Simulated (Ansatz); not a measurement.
## Phonon dispersion of NaCuH₃

Level of theory: Ansatz, DFT PBE, scalar-relativistic, plane waves, PAW. Settings: 420 eV plane-wave cutoff, Γ-centred 10×10×10 mesh, Fermi-Dirac smearing of 0.15 eV. No spin polarisation. Phonons by linear response, acoustic sum rule imposed.

The cell, relaxed at this level:
```yaml
crystal:
  lattice:
    - [3.50468, 0.00000, 0.00000]
    - [0.00000, 3.50468, 0.00000]
    - [0.00000, 0.00000, 3.50468]
  atoms:
    - { symbol: Na, position: [0.00000, 0.00000, 0.00000] }
    - { symbol: Cu, position: [0.50000, 0.50000, 0.50000] }
    - { symbol: H, position: [0.00000, 0.50000, 0.50000] }
    - { symbol: H, position: [0.50000, 0.00000, 0.50000] }
    - { symbol: H, position: [0.50000, 0.50000, 0.00000] }
```

The cell was found from a structure generator's guess, not taken from experiment. In a metal, frequencies and elastic constants depend on the k mesh and the smearing, soft modes and shear constants most. The q mesh is coarse, so values between its points are rough.

Force constants from linear response on a 2×2×2 q mesh.

(1) Is the structure dynamically stable on this mesh?

(2) Give the frequencies (cm⁻¹; i marks imaginary ones) at the irreducible q points, in fractions of the reciprocal vectors.

## Answers

(1) Yes, on this mesh: no mode is imaginary.

(2)
```csv
q,star,frequencies
0.000 0.000 0.000,1,0 0 0 180 180 180 719 719 719 758 758 758 1259 1259 1259
0.000 0.000 -0.500,3,120 120 160 160 186 203 688 736 736 750 750 753 871 1260 1260
0.000 -0.500 -0.500,3,145 152 152 162 229 229 556 743 743 751 751 771 868 1161 1266
-0.500 -0.500 -0.500,1,186 186 186 203 203 203 413 413 554 554 554 883 883 883 1313
```
